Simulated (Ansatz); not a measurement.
Input and command of a plane-wave DFT calculation in Ansatz:

```yaml
crystal:
  lattice:
    - [0.0, 3.1212203423, 3.1212203423]
    - [3.1212203423, 0.0, 3.1212203423]
    - [3.1212203423, 3.1212203423, 0.0]
  atoms:
    - { symbol: Ti, position: [0.0, 0.0, 0.0], spin: 2.5 }
    - { symbol: Si, position: [0.25, 0.25, 0.25] }
basis:
  ecutwfc: 420
kpoints:
  mp_grid: { grid: [12, 12, 12] }
hamiltonian:
  xc: pbesol
scf:
  occupations: { method: gaussian, width: 0.1 }
  lower_state_search: "off"
output:
  forces: true
  stress: true
  eigenvalues: true
  populations: true
magnetization:
  spin_polarized: true
```

```bash
ansatz run input.yaml --threads 1 --pin off --max-ram 2560MiB --backend cpu --events-out ev --progress --plain --runs-dir out
```

Processor: Intel(R) Xeon(R) Processor @ 2.50GHz (Skylake/Cascade Lake), 1 thread, on a host shared with other jobs.

Question: Estimate time, memory and problem size.

Answer: About 41 s on 1 thread of Intel(R) Xeon(R) Processor @ 2.50GHz (Skylake/Cascade Lake), with other jobs on the host, peak memory 0.45 GiB. It solves 14 bands at 72 k points (the mesh reduced by symmetry) with about 1243 plane waves, in 15 SCF iterations.
